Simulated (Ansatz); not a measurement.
Cr (bcc (W type)), relaxed and computed with several functionals in Ansatz (plane waves, PAW). Much of their spread follows the volume that each gives.

```json
[
 {"functional": "r²SCAN+D4", "V (Å³/atom)": "12.78", "K_Hill (GPa)": "110"},
 {"functional": "r²SCAN", "V (Å³/atom)": "12.96", "K_Hill (GPa)": "105"},
 {"functional": "PBE+D3(BJ)", "V (Å³/atom)": "11.36", "K_Hill (GPa)": "205"},
 {"functional": "PBE", "V (Å³/atom)": "11.77", "K_Hill (GPa)": "?"}
]
```

Fit a straight line to ln K against ln V and predict the withheld value.

Least squares on the 3 shown rows: ln K = -5.16 × ln V + (17.861), with a scatter of 1 %. For PBE this gives 171. The run itself gave 179, outside the scatter: the line misses something about this case.

Spin orders computed, not proven ground states: Cr, bcc (W type) with r²SCAN+D4 antiferromagnetic; Cr, bcc (W type) with r²SCAN antiferromagnetic; Cr, bcc (W type) with PBE+D3(BJ) antiferromagnetic; Cr, bcc (W type) with PBE antiferromagnetic. All cells were relaxed under the symmetry of their starts (and spin orders); stability against distortions was not tested throughout.

Potentials: the later of the program's two PAW sets.

Ansatz (an electronic-structure program) is a plane-wave DFT program.
